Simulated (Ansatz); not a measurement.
Input, command and steps of an Ansatz relaxation.

```yaml
crystal:
  lattice:
    - [2.731782841, 0.0, 0.0]
    - [-1.3658914205, 2.3657933379, 0.0]
    - [0.0, 0.0, 4.3621164064]
  atoms:
    - { symbol: Mo, position: [0.0, 0.0, 0.5] }
    - { symbol: Rh, position: [0.3333333333, 0.6666666667, 0.0] }
basis:
  ecutwfc: 500
kpoints:
  mp_grid: { grid: [18, 18, 10] }
hamiltonian:
  xc: r2scan
scf:
  occupations: { method: gaussian, width: 0.1 }
output:
  forces: true
  stress: true
  eigenvalues: true
relax:
  adjacent_minimum: "off"
  f_tol: 0.01
  max_steps: 30
  cell: { stress_tol: 0.1, fix: [volume] }
```

```bash
ansatz run input.yaml --threads 1 --pin off --max-ram 2560MiB --backend cpu --events-out ev --progress --plain --runs-dir out
```

All numbers below come from DFT r2SCAN, scalar-relativistic, plane waves, PAW in Ansatz 0.2.0.

The volume is held at 0.97 times that of the relaxed cell.

Of 4 frames 3 are shown, positions in Å and forces in eV/Å; the SCF threshold varies from step to step. Steps run on the plane waves of an earlier cell, with a Pulay correction in the pressure. The basis is chosen afresh for the last frame, the zero of the energies, and at times for earlier ones too; energy and pressure step there, also at an unchanged geometry.

```xyz
2
Lattice="2.7318 0.0000 0.0000 -1.3659 2.3658 0.0000 0.0000 0.0000 4.3621" Properties=species:S:1:pos:R:3:forces:R:3 pbc="T T T" step=1 free_energy_over_end_meV_per_atom=0.02 pressure_GPa=9.15
Mo    0.0000    0.0000    2.1811    0.0000    0.0000    0.0000
Rh    0.0000    1.5772    0.0000    0.0000    0.0000    0.0000
2
Lattice="2.7298 0.0000 0.0000 -1.3649 2.3641 0.0000 0.0000 0.0000 4.3683" Properties=species:S:1:pos:R:3:forces:R:3 pbc="T T T" step=2 free_energy_over_end_meV_per_atom=0.00 pressure_GPa=9.13
Mo    0.0000    0.0000    2.1842    0.0000    0.0000    0.0000
Rh    0.0000    1.5761    0.0000    0.0000    0.0000    0.0000
2
Lattice="2.7304 0.0000 0.0000 -1.3652 2.3646 0.0000 0.0000 0.0000 4.3666" Properties=species:S:1:pos:R:3:forces:R:3 pbc="T T T" step=4 free_energy_over_end_meV_per_atom=0.00 pressure_GPa=9.13
Mo    0.0000    0.0000    2.1833    0.0000    0.0000    0.0000
Rh    0.0000    1.5764    0.0000    0.0000    0.0000    0.0000
```

It took 38 s on 1 thread of Intel(R) Xeon(R) 6975P-C (Granite Rapids), on a shared host, peak memory 0.66 GiB.